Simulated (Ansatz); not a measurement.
## Be3Ru under pressure

Level of theory: DFT PBEsol, scalar-relativistic, plane waves, PAW in Ansatz. Settings: 420 eV plane-wave cutoff, Γ-centred 18×18×18 mesh, Fermi-Dirac smearing of 0.15 eV. No spin polarisation. Phonons by linear response, acoustic sum rule imposed.

Equilibrium structure at this level:
```
Be Ru
1.0
    -1.57998    1.57998    3.71155
     1.57998   -1.57998    3.71155
     1.57998    1.57998   -3.71155
Be Ru
3 1
Direct
  0.75000 0.25000 0.50000
  0.25000 0.75000 0.50000
  0.50000 0.50000 0.00000
  0.00000 0.00000 0.00000
```

In a metal, frequencies and elastic constants depend on the k mesh and the smearing, soft modes and shear constants most.

The cell is relaxed again at 3 and 10 GPa. How do volume, gap and optical modes at Γ (cm⁻¹, counted from the lowest optical one; a degenerate one stands once) change?

## Answers

```csv
,0 GPa,3 GPa,10 GPa
V/V0,1.000,0.985,0.953
gap (eV),0.00,0.00,0.00
mode 1,126i,134i,150i
mode 2,360,367,383
mode 4,481,497,531
mode 5,527,540,569
mode 6,599,611,637
mode 8,601,615,646
```